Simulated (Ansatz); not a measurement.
CuO (CsCl type, Pm-3m), the program Ansatz at the PBE level (PAW), all energies at zero smearing, with the estimated change up to a 700 eV cutoff added, with one set of potentials and settings (totals compare only within such a set). Cell of 2 atoms (1 Cu, 1 O): -7190.001 eV.

```json
[
 {"element": "Cu", "reference phase": "Fm-3m, 1 atoms in the cell", "E (eV/atom)": "-6625.1757"},
 {"element": "O", "reference phase": "C2/m, 4 atoms in the cell, spin-polarised", "E (eV/atom)": "-565.0000"}
]
```

Formation energy per atom, worked out: (-7190.001 − 1×(-6625.1757) − 1×(-565.0000))/2 = 0.087 eV/atom (8 kJ per mol of atoms), at 0 K, without zero-point energy or fitted corrections.

A made-up cell: these elements were put on the sites of a structure type; the Crystallography Open Database copy checked does not list it. It is not the phase usual at ambient conditions (space group No. 15). Symmetry was held in the PBE relaxation; whether a distortion lowers the energy is not shown. No spin polarisation was allowed. The volume moved by 58 % from the start of the relaxation. No Hubbard U is applied. The references are the lowest solids computed at this level, not always the standard phases (solids in place of the gases).

Potentials: the later of the program's two PAW sets.
